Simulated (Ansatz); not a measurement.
One crystal and one scan (frozen-phonon scan) at two levels, PBE (plane waves to 420 eV, PAW, scalar-relativistic; Ansatz, a first-principles code) and r2SCAN (plane waves to 500 eV, PAW, scalar-relativistic; Ansatz), each from its own relaxed cell and on its own mesh. The cell shown is that of PBE.

HfO$_{2}$ (fluorite)

```
CELL_PARAMETERS angstrom
      0.00000     2.54906     2.54906
      2.54906     0.00000     2.54906
      2.54906     2.54906     0.00000
ATOMIC_POSITIONS crystal
  Hf 0.00000 0.00000 0.00000
  O  0.25000 0.25000 0.25000
  O  0.75000 0.75000 0.75000
```

A phonon eigenvector at Γ is frozen into this cell: atom i moves by Q times the vector below, so Q is the largest atomic displacement, in Å. The cell is held. It is one choice among 3 degenerate patterns.

```json
[
 {"atom": "Hf1", "x": "0.000", "y": "0.000", "z": "-0.179"},
 {"atom": "O2", "x": "0.000", "y": "0.000", "z": "1.000"},
 {"atom": "O3", "x": "0.000", "y": "0.000", "z": "1.000"}
]
```

HfO2 is run without spin polarisation. HfO2 was relaxed with its symmetry unable to fall. Spin-orbit coupling is left out, though Hf is heavy. The PAW data are Ansatz's earlier set. This is a high-temperature form of HfO2. Percentages come from the unrounded values.

Results of PBE:

- Lattice constant a (Å) = 5.098
- Band gap of the relaxed cell, no spin-orbit coupling (eV) = 3.75
- Harmonic wavenumber from the curvature (finite differences) (cm⁻¹ (negative: imaginary)) = 216
- Shape of the curve = a single well with its minimum at or next to zero displacement

Problem. Estimate the r2SCAN values.

Solution. 
| quantity | r2SCAN | PBE − r2SCAN |
|---|---|---|
| Lattice constant a (Å) | 5.059 | +0.039 (+0.8 %) |
| Band gap of the relaxed cell, no spin-orbit coupling (eV) | 4.30 | -0.55 (-13 %) |
| Harmonic wavenumber from the curvature (finite differences) (cm⁻¹ (negative: imaginary)) | 238 | -22 (-9 %) |

PBE gives the higher value for: lattice constant a. PBE gives the lower value for: band gap of the relaxed cell, no spin-orbit coupling; harmonic wavenumber from the curvature. Both give the same shape of the curve: a single well with its minimum at or next to zero displacement.

(A displaced cell: forces are minus the slopes of the energy, force constants its curvatures, and phonons follow from these.)
